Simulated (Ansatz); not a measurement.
BeS (zinc blende, F-43m), a = b = c = 4.838 Å, α = β = γ = 90.00°; the cell used has 2 atoms.

Relaxed with PBEsol. PBEsol in the plane-wave PAW code Ansatz gives a gap of 2.91 eV.

Question: What gap does HSE06 give on the same cell (Ansatz, PAW)?

Answer: 4.04 eV, 1.13 eV more. The hybrid was solved on a coarser mesh and at special points; its gap is the smallest among all of these.

```csv
k,v1 PBEsol,c1 PBEsol,v1 HSE06,c1 HSE06
Γ,0.00,5.58,(withheld),(withheld)
X,-2.70,2.91,-2.91,4.04
L,-1.05,5.38,(withheld),(withheld)
W,-3.44,6.32,(withheld),(withheld)
K,-2.24,4.19,(withheld),(withheld)
```

Question: Top valence (v1) and lowest conduction level (c1) in eV from each method's valence maximum (which need not be a listed point): supply the withheld HSE06 values.

Answer: 
- Γ, v1 HSE06: 0.00
- Γ, c1 HSE06: 6.87
- K, v1 HSE06: -2.41
- K, c1 HSE06: 5.37
- L, v1 HSE06: -1.13
- L, c1 HSE06: 6.64
- W, v1 HSE06: -3.64
- W, c1 HSE06: 7.57

Cost on shared cores: the PBEsol run (SCF on a 10×10×10 mesh, then bands and DOS) about 4 core-seconds (a rough figure), the HSE06 run (SCF on 7×7×7, then a few points) about 28 core-seconds (a rough figure); the tasks are unlike.

The PBEsol relaxation kept the symmetry of its start.

Potentials: the earlier of the program's two PAW sets.
